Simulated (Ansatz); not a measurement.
Input and command of a calculation in Ansatz (plane waves; scalar-relativistic PAW potentials unless the input names others):

```yaml
crystal:
  lattice:
    - [1.9386403754, 1.1192745426, 4.9801623192]
    - [-1.9386403754, 1.1192745426, 4.9801623192]
    - [0.0, -2.2385490851, 4.9801623192]
  atoms:
    - { symbol: Sr, position: [0.0, 0.0, 0.0], spin: -0.17 }
    - { symbol: Mn, position: [0.5, 0.5, 0.5], spin: 4.57 }
basis:
  ecutwfc: "80 eV"
kpoints:
  mp_grid: { grid: [18, 18, 18] }
hamiltonian:
  xc: pbe
scf:
  occupations: { method: gaussian, width: 0.1 }
  max_iter: 80
output:
  forces: true
  eigenvalues: true
  stress: true
magnetization:
  spin_polarized: true
```

```bash
ansatz run input.yaml --threads 1 --pin off --max-ram 2560MiB --backend cpu --events-out ev --progress --plain --runs-dir out
```

Abridged log:
```
Basis set: ecut = 80 eV, 97 PW (Γ), exchange–correlation on 32×32×32 points (8 copies of the dense FFT grid, shifted against one another)
Bands: 19, of which v1, the nominal top of the filled ones, is band 13 counted from 1 (12 counted from 0)
Symmetry: 12 space group operations
k-points: 580 of 5832
SCF iter   1: F=—  HF=-7184.706608 eV  |F-HF|=—  |Δ(HF+E_count)|=         —  Δρ=6.39e-1 (↑6.39e-1 ↓2.68e-1) dr2=4.07e2  dr2_m=2.32e1  M=1.066 μB ∫|m|=1.067 μB  β_m=0.30  ethr=3.10e-3  ⟨swp⟩=5.8  Hψ=105580  notcnv=0
Mixer restart at iter 1: flushing history
spin=Collinear: Kerker preconditioning applied to the charge; magnetization (m = ρ↑ − ρ↓) channel mixes plain (no charge-response kernel on spin).
SCF iter   2: F=—  HF=-7095.626233 eV  |F-HF|=—  |Δ(HF+E_count)|=    8.91e1  Δρ=4.76e-1 (↑4.76e-1 ↓2.12e-1) dr2=2.55e2  dr2_m=1.14e1  M=1.086 μB ∫|m|=1.086 μB  β_m=0.65  ethr=3.10e-3  ⟨swp⟩=2.8  Hψ=56056  notcnv=0  defer=1740
SCF iter   3: F=—  HF=-6917.762870 eV  |F-HF|=—  |Δ(HF+E_count)|=    1.78e2  Δρ=5.63e-2 (↑3.63e-2 ↓5.63e-2) dr2=9.68e0  dr2_m=1.47e-1  M=0.450 μB ∫|m|=0.453 μB  β_m=0.82  ethr=3.10e-3  ⟨swp⟩=5.3  Hψ=104826  notcnv=0  defer=1573
SCF iter   4: F=—  HF=-6915.983679 eV  |F-HF|=—  |Δ(HF+E_count)|=    1.78e0  Δρ=1.86e-2 (↑1.86e-2 ↓1.15e-2) dr2=5.89e-1  dr2_m=2.66e-2  M=0.469 μB ∫|m|=0.469 μB  β_m=0.81  ethr=3.10e-3  ⟨swp⟩=4.7  Hψ=68390  notcnv=0  defer=1542
SCF iter   5: F=—  HF=-6919.959604 eV  |F-HF|=—  |Δ(HF+E_count)|=    3.98e0  Δρ=2.42e-2 (↑1.08e-2 ↓2.42e-2) dr2=6.03e-1  dr2_m=1.54e-1  M=-0.677 μB ∫|m|=0.694 μB  β_m=0.89  ethr=2.36e-3  ⟨swp⟩=2.5  Hψ=42431  notcnv=0  defer=1453
SCF iter   6: F=—  HF=-6920.647913 eV  |F-HF|=—  |Δ(HF+E_count)|=         —  Δρ=1.73e-2 (↑6.59e-3 ↓1.73e-2) dr2=6.01e-1  dr2_m=4.71e-2  M=-0.396 μB ∫|m|=0.411 μB  β_m=0.89  ethr=2.36e-3  ⟨swp⟩=1.8  Hψ=30832  notcnv=0  defer=1352
Mixer restart at iter 6: flushing history
SCF iter   7: F=—  HF=-6923.372127 eV  |F-HF|=—  |Δ(HF+E_count)|=    2.72e0  Δρ=3.39e-2 (↑3.39e-2 ↓1.75e-2) dr2=7.63e-1  dr2_m=3.69e-1  M=1.309 μB ∫|m|=1.309 μB  β_m=0.63  ethr=2.36e-3  ⟨swp⟩=2.3  Hψ=29042  notcnv=0  defer=1453
SCF iter   8: F=—  HF=-6924.210714 eV  |F-HF|=—  |Δ(HF+E_count)|=   8.39e-1  Δρ=3.61e-2 (↑2.09e-2 ↓3.61e-2) dr2=6.82e-1  dr2_m=4.61e-1  M=-1.348 μB ∫|m|=1.351 μB  β_m=0.51  ethr=2.36e-3  ⟨swp⟩=1.8  Hψ=31009  notcnv=0  defer=1361
   ...
SCF iter   1: F=—  HF=-6924.159271 eV  |F-HF|=—  |Δ(HF+E_count)|=         —  Δρ=8.95e-8 (↑8.95e-8 ↓7.56e-8) dr2=2.99e-11  dr2_m=1.07e-12  M=0.000 μB ∫|m|=0.000 μB  ethr=1.00e-12  ⟨swp⟩=1.0  Hψ=122030  notcnv=0
spin=Collinear: Kerker preconditioning applied to the charge; magnetization (m = ρ↑ − ρ↓) channel mixes plain (no charge-response kernel on spin).
SCF iter   2: F=—  HF=-6924.001236 eV  |F-HF|=—  |Δ(HF+E_count)|=   1.58e-1  Δρ=1.04e-2 (↑1.04e-2 ↓9.42e-3) dr2=4.55e-2  dr2_m=5.52e-2  M=1.465 μB ∫|m|=1.465 μB  ethr=4.00e-6  ⟨swp⟩=1.0  Hψ=111326  notcnv=0
SCF iter   3: F=—  HF=-6924.117658 eV  |F-HF|=—  |Δ(HF+E_count)|=   1.16e-1  Δρ=3.83e-3 (↑3.43e-3 ↓3.83e-3) dr2=6.10e-3  dr2_m=7.22e-3  M=0.850 μB ∫|m|=0.850 μB  ethr=1.28e-5  ⟨swp⟩=1.0  Hψ=60517  notcnv=0
SCF iter   4: F=—  HF=-6924.159313 eV  |F-HF|=—  |Δ(HF+E_count)|=   4.17e-2  Δρ=2.50e-4 (↑2.50e-4 ↓2.18e-4) dr2=3.91e-4  dr2_m=1.19e-5  M=0.001 μB ∫|m|=0.006 μB  ethr=4.00e-6  ⟨swp⟩=1.0  Hψ=60899  notcnv=0
an SCF towards Hund's moment on open shells that bore less, with the run's symmetry operations kept, reached no lower state that the run goes on to. This is no proof of a minimum
SCF iter   1: F=—  HF=-6924.159271 eV  |F-HF|=—  |Δ(HF+E_count)|=         —  Δρ=8.95e-8 (↑8.95e-8 ↓7.56e-8) dr2=2.99e-11  dr2_m=1.07e-12  M=0.000 μB ∫|m|=0.000 μB  ethr=1.00e-12  ⟨swp⟩=1.0  Hψ=231884  notcnv=0
spin=Collinear: Kerker preconditioning applied to the charge; magnetization (m = ρ↑ − ρ↓) channel mixes plain (no charge-response kernel on spin).
SCF iter   2: F=—  HF=-6924.116071 eV  |F-HF|=—  |Δ(HF+E_count)|=   4.32e-2  Δρ=4.17e-3 (↑3.93e-3 ↓4.17e-3) dr2=5.76e-4  dr2_m=9.69e-3  M=0.795 μB ∫|m|=0.795 μB  ethr=4.00e-6  ⟨swp⟩=1.0  Hψ=104675  notcnv=0
SCF iter   3: F=—  HF=-6924.158085 eV  |F-HF|=—  |Δ(HF+E_count)|=   4.20e-2  Δρ=7.20e-4 (↑7.20e-4 ↓7.03e-4) dr2=2.07e-5  dr2_m=3.00e-4  M=0.113 μB ∫|m|=0.113 μB  ethr=4.00e-6  ⟨swp⟩=1.0  Hψ=51298  notcnv=0
SCF iter   4: F=—  HF=-6924.159271 eV  |F-HF|=—  |Δ(HF+E_count)|=   1.19e-3  Δρ=5.53e-6 (↑5.53e-6 ↓4.75e-6) dr2=6.25e-8  dr2_m=1.21e-8  M=0.000 μB ∫|m|=0.000 μB  ethr=4.00e-10  ⟨swp⟩=2.0  Hψ=51582  notcnv=0
an SCF along what the orbitals of the run's state read of its open shells (or to have them read: on a GPU, or by another smearing), with the run's symmetry operations kept, reached no lower state that the run goes on to. This is no proof of a minimum
WARN: the starting moments were not kept: the SCF closed with an absolute magnetisation of 2.1e-6 μB, where they sum to 4.74 μB in size (2 sites). That is at most 0.1 of that sum. Measured as dr2_m measures the in/out step, that magnetisation stands 5.6e-13 eV from none, at or under the dr2_threshold of 1.0e-7 eV: it is no larger than a step whose dr2_m would equal this threshold. The system may hold no moment; this SCF shows only that its start led to no more than that. To try another start: raise the starting moments (crystal.atoms[].spin, magnetization.per_species, magnetization.initial_mag ...
SCF converged after 23 iterations
Magnetization: 0.0000 μB (12.5000 up, 12.5000 down)
Absolute magnetization: 0.0000 μB (∫|ρ↑−ρ↓|, with the PAW one-centre terms)
Spin contamination: 0.0000 ħ² per cell (⟨S²⟩ above its minimum at these occupations)
Per-site moments (μB) at R_I (Å): [(8.22919855e-8, 1.38120413), (1.43021794e-6, 1.38120413)]
Free energy (F): -6924.159271 eV
Harris-Foulkes:  -6924.159271 eV  (|F-HF|=2.09e-11)
Internal energy: -6924.144298 eV  (E = F + TS)
E sigma→0 (E₀):  -6924.151784 eV
Entropy (-TS):   -0.014973 eV (-7.486 meV/atom)
Fermi energy:    10.583938 eV
--- Forces (eV/Å), atoms counted from 1 ---
  atom   1  Sr     0.00000000     0.00000000     0.00000000
  atom   2  Mn     0.00000000     0.00000000     0.00000000
--- Stress (GPa, compression-positive) ---
      -34.636003       0.000000       0.000000
        0.000000     -34.636003       0.000000
        0.000000       0.000000     -34.362003
  P = ⅓ Tr σ = -34.5447 GPa (-345.447 kbar)
```

What is wrong with this input?

The fault is a cutoff far too low (basis.ecutwfc: 420 → "80 eV", the first being the value of the sound run). Setting it back cures it. The log, from which this was withheld above, says: «Warning: basis.ecutwfc = 80 eV is below the records' recommended 420 eV, and the density's cutoff is lower with it unless basis.ecutrho_ratio is high enough to keep the records' density cutoff: compare with a run at a higher cutoff» The run converged all the same, with an energy at zero smearing 258.6 eV/atom above the reference's, pressure -34.54 GPa, largest force 0.000 eV/Å, no gap on the mesh, so convergence alone doesn't show that an input is right. A reference run on usual settings, whose relaxation ended at this geometry, converged, and the end of its own relaxation has pressure 0.00 GPa, largest force 0.000 eV/Å, no gap on the mesh.

Time: 2.4 min on 1 thread of Arm Neoverse V1 (shared host), peak memory 1.1 GiB.